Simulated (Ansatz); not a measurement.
Relaxation of a relaxed Be cell, doubled along one cell vector, shaken by Gaussian noise of σ = 0.08 Å a coordinate; 2 atoms in the cell, which starts as P-1 (No. 2), aP2; a = b = 2.1584 Å, c = 3.5247 Å, α = β = 90.00°, γ = 109.47°. Level of theory: PBEsol (plane waves to 420 eV, PAW, scalar-relativistic; Ansatz, a program for electronic structure). Γ-centred k-mesh 18×9×18 on the run's cell (coarser than for final values), Fermi–Dirac smearing 0.05 eV. This is the first round of the run. 

The optimiser's lines from the output (shortened; P is positive under compression):

```
relax step   1: F+E_penalty+E_count = -180.45743878 eV  Δ(F+E_penalty+E_count) = +0.000e0 eV  max|allowed force component| = 5.321e-1 eV/Å  Δτ_max = 0.0000 Å  P = +0.847 GPa  Ω = 15.482 Å³  (6 SCF iters, dr2 threshold 1.00e-7 eV, accepted)
relax step   2: F+E_penalty+E_count = -180.49845959 eV  Δ(F+E_penalty+E_count) = -4.102e-2 eV  max|allowed force component| = 2.038e-1 eV/Å  Δτ_max = 0.0426 Å  P = +0.745 GPa  Ω = 15.409 Å³  (4 SCF iters, dr2 threshold 2.00e-7 eV, accepted)
relax step   3: F+E_penalty+E_count = -180.50478672 eV  Δ(F+E_penalty+E_count) = -6.327e-3 eV  max|allowed force component| = 2.076e-2 eV/Å  Δτ_max = 0.0178 Å  P = +0.420 GPa  Ω = 15.434 Å³  (4 SCF iters, dr2 threshold 2.00e-7 eV, accepted)
relax step   4: F+E_penalty+E_count = -180.50493397 eV  Δ(F+E_penalty+E_count) = -1.472e-4 eV  max|allowed force component| = 4.243e-3 eV/Å  Δτ_max = 0.0017 Å  P = +0.066 GPa  Ω = 15.477 Å³  (3 SCF iters, dr2 threshold 2.00e-7 eV, accepted)
relax step   5: F+E_penalty+E_count = -180.50793512 eV  Δ(F+E_penalty+E_count) = -3.001e-3 eV  max|allowed force component| = 6.566e-2 eV/Å  Δτ_max = 0.0357 Å  P = -0.277 GPa  Ω = 15.553 Å³  (5 SCF iters, dr2 threshold 7.47e-8 eV, accepted)
relax step   6: F+E_penalty+E_count = -180.52440332 eV  Δ(F+E_penalty+E_count) = -1.647e-2 eV  max|allowed force component| = 1.484e-1 eV/Å  Δτ_max = 0.0436 Å  P = +0.184 GPa  Ω = 15.577 Å³  (5 SCF iters, dr2 threshold 2.00e-7 eV, accepted)
relax step   7: F+E_penalty+E_count = -180.57688035 eV  Δ(F+E_penalty+E_count) = -5.248e-2 eV  max|allowed force component| = 2.015e-1 eV/Å  Δτ_max = 0.0661 Å  P = +0.581 GPa  Ω = 15.604 Å³  (5 SCF iters, dr2 threshold 2.00e-7 eV, accepted)
relax step   8: F+E_penalty+E_count = -180.67653466 eV  Δ(F+E_penalty+E_count) = -9.965e-2 eV  max|allowed force component| = 2.150e-1 eV/Å  Δτ_max = 0.1408 Å  P = +0.421 GPa  Ω = 15.665 Å³  (5 SCF iters, dr2 threshold 2.00e-7 eV, accepted)
relax step   9: F+E_penalty+E_count = -180.69795313 eV  Δ(F+E_penalty+E_count) = -2.142e-2 eV  max|allowed force component| = 2.842e-3 eV/Å  Δτ_max = 0.0188 Å  P = -0.041 GPa  Ω = 15.662 Å³  (5 SCF iters, dr2 threshold 2.00e-7 eV, accepted)
relax step  10: F+E_penalty+E_count = -180.69832584 eV  Δ(F+E_penalty+E_count) = -3.727e-4 eV  max|allowed force component| = 1.907e-3 eV/Å  Δτ_max = 0.0021 Å  P = -0.024 GPa  Ω = 15.656 Å³  (3 SCF iters, dr2 threshold 2.00e-7 eV, accepted)
relax step  11: F+E_penalty+E_count = -180.69833312 eV  Δ(F+E_penalty+E_count) = -7.272e-6 eV  max|allowed force component| = 2.751e-4 eV/Å  Δτ_max = 0.0006 Å  P = -0.003 GPa  Ω = 15.654 Å³  (3 SCF iters, dr2 threshold 3.06e-8 eV, accepted)
relax step  12: F+E_penalty+E_count = -180.69871301 eV  Δ(F+E_penalty+E_count) = -3.799e-4 eV  max|allowed force component| = 4.036e-4 eV/Å  Δτ_max = 0.0000 Å  P = +0.034 GPa  Ω = 15.654 Å³  stress off target by 7.45e-2 GPa  SCF on the basis re-selected at this cell (its energy is not comparable with the rows above)  (5 SCF iters)
relax step  13: F+E_penalty+E_count = -180.69871366 eV  Δ(F+E_penalty+E_count) = -6.497e-7 eV  max|allowed force component| = 1.002e-4 eV/Å  Δτ_max = 0.0001 Å  P = +0.001 GPa  Ω = 15.658 Å³  (2 SCF iters, dr2 threshold 1.39e-8 eV, accepted)
relax step  14: F+E_penalty+E_count = -180.69871418 eV  Δ(F+E_penalty+E_count) = -5.256e-7 eV  max|allowed force component| = 1.005e-4 eV/Å  Δτ_max = 0.0000 Å  P = +0.002 GPa  Ω = 15.658 Å³  stress off target by 4.21e-3 GPa  SCF on the basis re-selected at this cell (its energy is not comparable with the rows above)  (4 SCF iters)
```

From the first to the last row the energy changes by -0.12 eV/atom and the volume by +1.1 %. The last row is marked as not comparable with the walk above it, whose basis was carried along; it does compare with step 1, since both stand on a basis selected at the nominal cutoff for their own cell.

Later rounds, restarted from the end of this one on a renewed k-mesh, logged 5 more steps and released under 0.01 eV/atom more. The final structure after all rounds: P6₃/mmc (No. 194), hP2, hcp (Mg type); a = 2.257 Å, b = 2.257 Å, c = 3.553 Å, α = 90.00°, β = 90.00°, γ = 120.00°. Between re-selections the logged energies stand on a plane-wave basis carried along with the cell. No spin polarisation in the result.

The run could not lose the symmetry of its start.

Of the parent cell (Im-3m (No. 229)): it is a generated cell of Be: the first start was made by placing the elements on the sites of a structure type, and the end was not matched to a known phase here, so it may be hypothetical. Known forms of Be include space group No. 194.
